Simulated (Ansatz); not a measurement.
The relaxed structure here is a generated cell of CsPbCl3: the first start was made by placing the elements on the sites of a structure type, and the end was not matched to a known phase here, so it may be hypothetical. Known forms of CsPbCl3 include space group No. 221.

One stationary structure of CsPbCl$_{3}$. All values below come from r2SCAN (plane waves to 500 eV, PAW, scalar-relativistic; Ansatz, a first-principles code).

```xyz
20
Lattice="8.0474 0.0000 0.0000 0.0000 11.2802 0.0000 0.0000 0.0000 7.8388" Properties=species:S:1:pos:R:3 pbc="T T T"
Cs     3.6115     2.8201     7.7333
Cs     7.6352     2.8201     4.0249
Cs     4.4359     8.4602     0.1055
Cs     0.4122     8.4602     3.8139
Pb     0.0000     0.0000     0.0000
Pb     4.0237     5.6401     3.9194
Pb     0.0000     5.6401     0.0000
Pb     4.0237     0.0000     3.9194
Cl     0.0904     2.8201     0.5135
Cl     4.1141     2.8201     3.4059
Cl     7.9570     8.4602     7.3253
Cl     3.9333     8.4602     4.4329
Cl     2.3517     6.0302     1.6128
Cl     6.3754    10.8901     2.3066
Cl     5.6958     0.3901     6.2260
Cl     1.6720     5.2500     5.5322
Cl     5.6958     5.2500     6.2260
Cl     1.6720     0.3901     5.5322
Cl     2.3517    10.8901     1.6128
Cl     6.3754     6.0302     2.3066
```

Task: Determine the symmetry and give the standard cell with its independent sites.

Result: Space group Pnma (No. 62); a = 8.047 Å, b = 11.280 Å, c = 7.839 Å, α = β = γ = 90.00°

| atom | site | symmetry | x | y | z |
|---|---|---|---|---|---|
| Cs | 4c | .m. | 0.0512 | 0.7500 | 0.4865 |
| Pb | 4a | -1 | 0.0000 | 0.0000 | 0.0000 |
| Cl | 4c | .m. | 0.0112 | 0.2500 | 0.0655 |
| Cl | 8d | 1 | 0.2078 | 0.0346 | 0.7057 |

This is the AFLOW prototype AB3C_oP20_62_c_cd_a (as in CaTiO3).

Task: Give the shortest distances between elements (the closest pairs, up to four, under 3.6 Å).

Result: Cl–Pb 2.87 Å; Cl–Cs 3.54 Å.

Volume per atom: 35.58 Å³
Band gap: 2.82 eV, direct at Γ (no spin-orbit coupling)

No spin polarisation in the result. Without spin-orbit coupling the bands of the heavy element are not split, so the gap can be far off.

The run could not lose the symmetry of its start, so the end can be a saddle point.
